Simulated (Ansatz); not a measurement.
**Question.** Name crystals whose computed values (the program Ansatz at the PBEsol level (PAW)) fall in these windows: Θ_D (K) 190 to 230; B₀ by P(V) fit (GPa) 64 to 79.

**Answer.** 

```csv
crystal,Θ_D (K),B₀ by P(V) fit (GPa)
"Sn4Pt, Ccce (Sn on 16i, Pt on 4b)",216,71.4
"GaSb, rock salt",192,64.6
"Sb, simple cubic",203,64.9
"YTe, rock salt",219,68.9
"Te2Pd, P-3m1 (Te on 2d, Pd on 1a)",222,66.1
```
Others may fit too.

Typed or built starts, not in the databases checked: GaSb, rock salt. Not the usual ambient phase: GaSb, rock salt; Sb, simple cubic. Standing as an ambient phase not checked: Sn4Pt, Ccce (Sn on 16i, Pt on 4b); YTe, rock salt; Te2Pd, P-3m1 (Te on 2d, Pd on 1a). All cells were relaxed under the symmetry of their starts (and spin orders); stability against distortions was not tested throughout. Rows with no word on spin ran without spin polarisation. Spin–orbit coupling is left out wherever it is not named.

Potentials: the later of the program's two PAW sets.
